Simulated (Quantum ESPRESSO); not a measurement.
## W4AlRu2Sc (finding a planted mistake in a log)

Simulated, not a measurement. The program is pw.x of Quantum ESPRESSO 7.5 (plane-wave density functional theory). The cell is made up: eight metal atoms on a face-centred cubic lattice, with elements, volume, strain and displacements drawn at random and not relaxed, so it may be unstable or far from any real phase. PseudoDojo standard norm-conserving files set the functional (PBE unless stated); there is no spin polarisation or spin-orbit coupling, the Fermi-Dirac width of 0.25 eV means electrons at about 2900 K, and the masses in the input are unused placeholders. Heavy elements are run without spin-orbit coupling, which real alloys of them have. A spin test at this wide smearing found no moment, but such smearing suppresses magnetism that the real alloy may have.

Intended input:

```
&control calculation='scf', pseudo_dir='./dojo.nc.sr.pbe.v0_5.standard.upf', outdir='./o', disk_io='minimal', tprnfor=.true., tstress=.true. /
&system ibrav=0, nat=8, ntyp=4, nbnd=68, ecutwfc=84.00895049, nosym=.true., tot_charge=0,
 occupations='smearing', smearing='fd', degauss=0.0183746611
/
&electrons conv_thr=1.470e-08, electron_maxstep=70, mixing_beta=0.5 /
ATOMIC_SPECIES
Al 1.0 Al.upf
Ru 1.0 Ru.upf
Sc 1.0 Sc.upf
W 1.0 W.upf
CELL_PARAMETERS angstrom
1.9647 3.9701 1.9905
2.0561 -4.022 2.0028
2.0065 -0.0136 -5.9861
ATOMIC_POSITIONS angstrom
W 0.0415 -0.022 -0.0635
W 2.0121 -1.9837 -0.0152
W 1.969 0.0312 -2.0582
Al 4.0787 -2.0124 -1.9448
Ru 2.0028 0.0192 2.0119
W 1.9467 1.9947 0.0137
Ru 3.9865 -0.0198 -0.037
Sc 3.9789 1.8829 -1.9969
K_POINTS automatic
6 5 4 1 1 1
```

The log is shortened where brackets say so; the opening notice, blank lines, dates and the lines on written files are dropped, and the path of the files is cut. It prints rydbergs, bohrs and kilobars, and counts compression as positive stress. Its total energy is the free energy E - TS of the whole cell.

Log of the intended run:

```
     Program PWSCF v.7.5
     Parallel version (MPI & OpenMP), running on       4 processor cores
     Number of MPI processes:                 4
     Threads/MPI process:                     1
     [start-up lines left out]
     bravais-lattice index     =            0
     lattice parameter (alat)  =       9.1771  a.u.
     unit-cell volume          =     865.0161 (a.u.)^3
     number of atoms/cell      =            8
     number of atomic types    =            4
     number of electrons       =       102.00
     number of Kohn-Sham states=           68
     kinetic-energy cutoff     =      84.0090  Ry
     charge density cutoff     =     336.0358  Ry
     scf convergence threshold =      1.5E-08
     mixing beta               =       0.5000
     number of iterations used =            8  plain     mixing
     Exchange-correlation= PBE
                           (   1   4   3   4   0   0   0)
     [axes and pseudopotential details left out]
   Cartesian axes
     site n.     atom                  positions (alat units)
         1        W      tau(   1) = (   0.0085456  -0.0045302  -0.0130757  )
         2        W      tau(   2) = (   0.4143262  -0.4084781  -0.0031299  )
         3        W      tau(   3) = (   0.4054512   0.0064246  -0.4238190  )
         4        Al     tau(   4) = (   0.8398749  -0.4143880  -0.4004680  )
         5        Ru     tau(   5) = (   0.4124112   0.0039536   0.4142850  )
         6        W      tau(   6) = (   0.4008592   0.4107432   0.0028211  )
         7        Ru     tau(   7) = (   0.8208893  -0.0040772  -0.0076189  )
         8        Sc     tau(   8) = (   0.8193243   0.3877217  -0.4111963  )
     number of k points=    60  Fermi-Dirac smearing, width (Ry)=  0.0184
                       cart. coord. in units 2pi/alat
        k(    1) = (   0.2416027  -0.0073957  -0.0204079), wk =   0.0333333
        k(    2) = (   0.3927407  -0.0059014  -0.1725673), wk =   0.0333333
     [further k points left out]
     Dense  grid:    89967 G-vectors     FFT dimensions: (  54,  60,  72)
     Estimated max dynamical RAM per process >     344.59 MB
     Estimated total dynamical RAM >       1.28 GB
     Initial potential from superposition of free atoms
     starting charge     101.9913, renormalised to     102.0000
     Starting wfcs are   74 randomized atomic wfcs
     total cpu time spent up to now is        5.8 secs
     per-process dynamical memory:   278.2 Mb
     Self-consistent Calculation
     iteration #  1     ecut=    84.01 Ry     beta= 0.50
     Davidson diagonalization with overlap
     ethr =  1.00E-02,  avg # of iterations =  2.5
     total cpu time spent up to now is       19.1 secs
     total energy              =   -1111.29601787 Ry
     estimated scf accuracy    <       2.14301497 Ry
     iteration #  2     ecut=    84.01 Ry     beta= 0.50
     Davidson diagonalization with overlap
     ethr =  2.10E-03,  avg # of iterations =  3.4
     total cpu time spent up to now is       33.5 secs
     total energy              =   -1111.57279930 Ry
     estimated scf accuracy    <      12.75042688 Ry
     [iterations 3 to 16 left out]
     iteration # 17     ecut=    84.01 Ry     beta= 0.50
     Davidson diagonalization with overlap
     ethr =  3.31E-11,  avg # of iterations =  2.1
     total cpu time spent up to now is      229.0 secs
     total energy              =   -1112.52565195 Ry
     estimated scf accuracy    <       0.00000003 Ry
     iteration # 18     ecut=    84.01 Ry     beta= 0.50
     Davidson diagonalization with overlap
     ethr =  2.49E-11,  avg # of iterations =  1.4
     total cpu time spent up to now is      241.0 secs
     End of self-consistent calculation
     [lines on levels left out]
!    total energy              =   -1112.52565195 Ry
     estimated scf accuracy    <          3.7E-09 Ry
     smearing contrib. (-TS)   =      -0.12004105 Ry
     internal energy E=F+TS    =   -1112.40561090 Ry
     The total energy is F=E-TS. E is the sum of the following terms:
     one-electron contribution =    -256.24038563 Ry
     hartree contribution      =     182.24484871 Ry
     xc contribution           =    -219.24959040 Ry
     ewald contribution        =    -819.16048358 Ry
     convergence has been achieved in  18 iterations
     Forces acting on atoms (cartesian axes, Ry/au):
     atom    1 type  4   force =     0.00829264    0.01293295    0.01008875
     atom    2 type  4   force =     0.03870293    0.00382284   -0.03215094
     atom    3 type  4   force =    -0.02106397   -0.02898357    0.01575948
     atom    4 type  1   force =    -0.02461395    0.00454867   -0.02355853
     atom    5 type  2   force =    -0.00565980   -0.01528960   -0.00970112
     atom    6 type  4   force =    -0.02206737    0.00118508    0.01268686
     atom    7 type  2   force =     0.00775262   -0.00614109    0.00942671
     atom    8 type  3   force =     0.01865690    0.02792472    0.01744878
     Total force =     0.090697     Total SCF correction =     0.000229
     Computing stress (Cartesian axis) and pressure
          total   stress  (Ry/bohr**3)                   (kbar)     P=        0.73
   0.00006450   0.00014314   0.00003350            9.49       21.06        4.93
   0.00014314  -0.00009635  -0.00000628           21.06      -14.17       -0.92
   0.00003350  -0.00000628   0.00004673            4.93       -0.92        6.87
     init_run     :      5.53s CPU      5.73s WALL (       1 calls)
     electrons    :    230.44s CPU    235.22s WALL (       1 calls)
     forces       :      2.42s CPU      2.44s WALL (       1 calls)
     stress       :      7.85s CPU      8.02s WALL (       1 calls)
     [timing details left out]
     PWSCF        :   4m 6.32s CPU   4m11.56s WALL
     JOB DONE.
```

A second run was made from an input with one planted mistake. Its log:

```
     Program PWSCF v.7.5
     Parallel version (MPI & OpenMP), running on       4 processor cores
     Number of MPI processes:                 4
     Threads/MPI process:                     1
     [start-up lines left out]
     bravais-lattice index     =            0
     lattice parameter (alat)  =       9.1771  a.u.
     unit-cell volume          =     865.0161 (a.u.)^3
     number of atoms/cell      =            8
     number of atomic types    =            4
     number of electrons       =       102.00
     number of Kohn-Sham states=           68
     kinetic-energy cutoff     =      84.0090  Ry
     charge density cutoff     =     336.0358  Ry
     scf convergence threshold =      1.5E-08
     mixing beta               =       0.5000
     number of iterations used =            8  plain     mixing
     Exchange-correlation= PBE
                           (   1   4   3   4   0   0   0)
     [axes and pseudopotential details left out]
   Cartesian axes
     site n.     atom                  positions (alat units)
         1        Sc     tau(   1) = (   0.0085456  -0.0045302  -0.0130757  )
         2        W      tau(   2) = (   0.4143262  -0.4084781  -0.0031299  )
         3        W      tau(   3) = (   0.4054512   0.0064246  -0.4238190  )
         4        Al     tau(   4) = (   0.8398749  -0.4143880  -0.4004680  )
         5        Ru     tau(   5) = (   0.4124112   0.0039536   0.4142850  )
         6        W      tau(   6) = (   0.4008592   0.4107432   0.0028211  )
         7        Ru     tau(   7) = (   0.8208893  -0.0040772  -0.0076189  )
         8        W      tau(   8) = (   0.8193243   0.3877217  -0.4111963  )
     number of k points=    60  Fermi-Dirac smearing, width (Ry)=  0.0184
                       cart. coord. in units 2pi/alat
        k(    1) = (   0.2416027  -0.0073957  -0.0204079), wk =   0.0333333
        k(    2) = (   0.3927407  -0.0059014  -0.1725673), wk =   0.0333333
     [further k points left out]
     Dense  grid:    89967 G-vectors     FFT dimensions: (  54,  60,  72)
     Estimated max dynamical RAM per process >     344.59 MB
     Estimated total dynamical RAM >       1.28 GB
     Initial potential from superposition of free atoms
     starting charge     101.9913, renormalised to     102.0000
     Starting wfcs are   74 randomized atomic wfcs
     total cpu time spent up to now is        5.8 secs
     per-process dynamical memory:   278.2 Mb
     Self-consistent Calculation
     iteration #  1     ecut=    84.01 Ry     beta= 0.50
     Davidson diagonalization with overlap
     ethr =  1.00E-02,  avg # of iterations =  2.4
     total cpu time spent up to now is       19.1 secs
     total energy              =   -1110.96929814 Ry
     estimated scf accuracy    <       2.62731240 Ry
     iteration #  2     ecut=    84.01 Ry     beta= 0.50
     Davidson diagonalization with overlap
     ethr =  2.58E-03,  avg # of iterations =  3.1
     total cpu time spent up to now is       33.7 secs
     total energy              =   -1111.39922069 Ry
     estimated scf accuracy    <      15.61691200 Ry
     [iterations 3 to 16 left out]
     iteration # 17     ecut=    84.01 Ry     beta= 0.50
     Davidson diagonalization with overlap
     ethr =  3.46E-10,  avg # of iterations =  1.1
     total cpu time spent up to now is      232.2 secs
     total energy              =   -1112.50546302 Ry
     estimated scf accuracy    <       0.00000018 Ry
     iteration # 18     ecut=    84.01 Ry     beta= 0.50
     Davidson diagonalization with overlap
     ethr =  1.77E-10,  avg # of iterations =  1.0
     total cpu time spent up to now is      242.7 secs
     End of self-consistent calculation
     [lines on levels left out]
!    total energy              =   -1112.50546304 Ry
     estimated scf accuracy    <          3.9E-09 Ry
     smearing contrib. (-TS)   =      -0.12433382 Ry
     internal energy E=F+TS    =   -1112.38112922 Ry
     The total energy is F=E-TS. E is the sum of the following terms:
     one-electron contribution =    -254.39909100 Ry
     hartree contribution      =     181.31249208 Ry
     xc contribution           =    -219.23531737 Ry
     ewald contribution        =    -820.05921293 Ry
     convergence has been achieved in  18 iterations
     Forces acting on atoms (cartesian axes, Ry/au):
     atom    1 type  3   force =    -0.02712594    0.01605784    0.05156821
     atom    2 type  4   force =     0.02885636   -0.00162665   -0.01709042
     atom    3 type  4   force =     0.01587528   -0.02512638   -0.01954646
     atom    4 type  1   force =    -0.03497745    0.00075903   -0.00966556
     atom    5 type  2   force =    -0.00837399   -0.00973265   -0.00448216
     atom    6 type  4   force =     0.02638683   -0.00288663   -0.03982290
     atom    7 type  2   force =    -0.00436564    0.00312400    0.01222727
     atom    8 type  4   force =     0.00372455    0.01943143    0.02681202
     Total force =     0.105486     Total SCF correction =     0.000095
     Computing stress (Cartesian axis) and pressure
          total   stress  (Ry/bohr**3)                   (kbar)     P=        0.51
  -0.00000207   0.00007431  -0.00000592           -0.30       10.93       -0.87
   0.00007431   0.00006728  -0.00002468           10.93        9.90       -3.63
  -0.00000592  -0.00002468  -0.00005480           -0.87       -3.63       -8.06
     init_run     :      5.52s CPU      5.74s WALL (       1 calls)
     electrons    :    232.00s CPU    236.89s WALL (       1 calls)
     forces       :      2.17s CPU      2.19s WALL (       1 calls)
     stress       :      7.40s CPU      7.57s WALL (       1 calls)
     [timing details left out]
     PWSCF        :   4m 7.16s CPU   4m12.52s WALL
     JOB DONE.
```

Question: the log repeats what the program read. Compare it with the intended run: what was wrong in the second input?

Answer: two atoms have their elements exchanged. The input lines that differ:

```
- W 0.0415 -0.022 -0.0635
+ Sc 0.0415 -0.022 -0.0635
- Sc 3.9789 1.8829 -1.9969
+ W 3.9789 1.8829 -1.9969
```

|  | intended run | run with the mistake |
| --- | --- | --- |
| free energy (eV) | -15136.683 | -15136.408 |
| entropy term -TS, part of it (eV) | -1.633 | -1.692 |
| pressure (GPa) | 0.07 | 0.05 |
| size of the largest force component (eV/Å) | 0.995 | 1.326 |
| largest change of a force component (eV/Å) |  | 1.350 |
| iterations | 18 | 18 |

For scale, a rerun of the intended cell at a higher cutoff and on a denser mesh moved values by no more than 0.004 eV in energy, 0.05 GPa in stress and 0.003 eV/Å in force, and a second program with other atomic files agreed on that cell to 2 % rms in force and 0.5 GPa in pressure.